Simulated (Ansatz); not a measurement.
## An elastic constant from a strain scan in Ag

All numbers below come from Ansatz 0.2.0, DFT PBEsol, scalar-relativistic, plane waves, PAW. Settings: plane waves to 420 eV, k-mesh 24×24×14 (Γ-centred), Gaussian smearing 0.15 eV. No spin polarisation. Energies are free energies at this smearing, counted from the undisturbed cell; pressure is positive in compression.

The undisturbed cell (relaxed at this level; with this scan's settings it stands at -0.1 GPa; this form isn't the usual structure):

```yaml
crystal:
  lattice:
    - [2.86706, 0.00000, 0.00000]
    - [-1.43353, 2.48295, 0.00000]
    - [0.00000, 0.00000, 4.69071]
  atoms:
    - { symbol: Ag, position: [0.33333, 0.66667, 0.25000] }
    - { symbol: Ag, position: [0.66667, 0.33333, 0.75000] }
```

The cell is strained by ε times the Voigt pattern (0, 0, 1, 0, 0, 0) (xx, yy, zz, yz, xz, xy; engineering shear) with fractional coordinates fixed. The cell holds 2 atoms in V0 = 33.39 Å³. The stress column is τ = (1/V0) dE/dε, got from the stress tensor σ (compression positive) at each point as −det(1 + εP) σ : P(1 + εP)⁻¹, with P the pattern as a tensor.

```
      ε  ΔE (meV/atom)  τ (GPa)
-0.0600         45.524  -15.585
-0.0450         24.765  -11.050
-0.0300         10.743   -6.966
-0.0150          2.736   -3.357
 0.0000          0.000   -0.217
 0.0150          1.836    2.503
 0.0300          7.634    4.860
 0.0450         16.862    6.898
 0.0525         22.613    7.808
 0.0600              ?        ?
```

Problem. Which combination of elastic constants does this scan measure, and how large is it?

Solution. For small ε, τ = τ0 + Kε with K = pᵀCp, which for this pattern is C33 in the Cartesian frame shown. The parabola through τ at ε = -0.0150, 0 and 0.0150 has slope K = 195 GPa at zero. The energies per cell, E = NΔE, of the same two points give K = 2[E(ε₊)/ε₊ − E(ε₋)/ε₋]/[(ε₊ − ε₋)V0] = 195 GPa, in agreement.

Problem. Predict the withheld row at ε = 0.0600 from the harmonic law, and compare.

Solution. ΔE = V0(τ0 ε + Kε²/2)/N = 35.285 meV/atom and τ = 11.50 GPa. The calculation gives 29.049 meV/atom and 8.65 GPa: the energy lies 18 % below the harmonic value, as bonds soften when stretched.

In a metal these slopes depend on the k mesh and the smearing.

Cost: 10 runs of about 5.9 core-minutes in all, on Intel Xeon Processor @ 2.50GHz (Skylake/Cascade Lake) (shared hosts).